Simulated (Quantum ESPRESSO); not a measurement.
# Strain and stress in TiTaHfO5F3

Calculated results; nothing here was measured. They come from pw.x of Quantum ESPRESSO 7.5, a plane-wave density functional program, with PseudoDojo standard norm-conserving files (v0.5 for PBE, v0.4.1 for LDA and PBEsol). The cells are made up: elements, strain and atom displacements were drawn at random, and nothing was relaxed. There is no spin polarisation, spin-orbit coupling or dispersion term.

The hafnium file is less sure than the others, with forces about 3 percent (worst 6) and pressure in oxides about 1.5 GPa (worst 2.7) from a second method in checks, which no rerun with the same files tests.

The cell has 12 sites of a rutile lattice (two cells along c). Sites 1 to 4 hold Ti empty Ta Hf; sites 5 to 12 hold O O O F F F O O. Cell vectors in Å: (4.686, 0.000, 0.000); (0.000, 4.686, 0.000); (0.000, 0.000, 6.095). Settings: PBE, cutoff 1143 eV, 5 x 5 x 4 k mesh shifted by half a step, Fermi-Dirac smearing of 0.025 eV.

Each run adds a strain along z to one cell, with the atoms carried along; the vectors above are those of run 6. Stress is positive in tension and P is minus a third of its trace. E is the free energy for each atom above the lowest run shown. The last column is band 45 less band 44 at Gamma, from a band step after each run.

| run | strain (%) | s_xx (GPa) | s_yy (GPa) | s_zz (GPa) | s_xy (GPa) | P (GPa) | E (meV/atom) | level step at Gamma (eV) |
| --- | --- | --- | --- | --- | --- | --- | --- | --- |
| 1 | -2.48 | -17.59 | -19.75 | -14.62 | -2.46 | 17.32 | 18.88 | 1.293 |
| 2 | -2.02 | -16.76 | -18.95 | -12.62 | -2.34 | 16.11 | 14.04 | 1.292 |
| 3 | -1.60 | -16.02 | -18.25 | -10.85 | -2.23 | 15.04 | 10.37 | 1.291 |
| 4 | -1.22 | -15.37 | -17.63 | -9.28 | -2.14 | 14.09 | 7.39 | 1.289 |
| 5 | -0.90 | -14.84 | -17.12 | -7.99 | -2.06 | 13.32 | 5.33 | 1.288 |
| 7 | 2.17 | -10.21 | -12.68 | 3.14 | -1.34 | 6.58 | 0.00 | 1.254 |
| 6 | 0.02 | ? | ? | ? | ? | ? | ? | ? |

A rerun of one of these cells at 1437 eV and k mesh 7 x 7 x 6 moved values by no more than 0.004 eV in the cell's energy, 0.03 GPa in stress and 0.002 eV/Å in force.

## Worked fit

A parabola through the six runs shown gives s_zz = -4.49 + 3.78 e - 0.123 e² GPa, with e in per cent and a scatter of 0.01 GPa. The slope is a stiffness of 378 ± 1 GPa for each unit of this strain at e = 0. The atoms are clamped, and relaxing them would in general lower it. The error is the larger of the fit's own and the change that a cubic makes, rounded up.

## Withheld run

Question: what s_zz should run 6 give?

The fit gives -4.41 GPa. The calculation gave -4.43 GPa.

```
run  strain (%)  s_xx (GPa)  s_yy (GPa)  s_zz (GPa)  s_xy (GPa)  P (GPa)  E (meV/atom)  level step at Gamma (eV)
  6        0.02      -13.35      -15.70       -4.43       -1.83    11.16          0.92                     1.281
```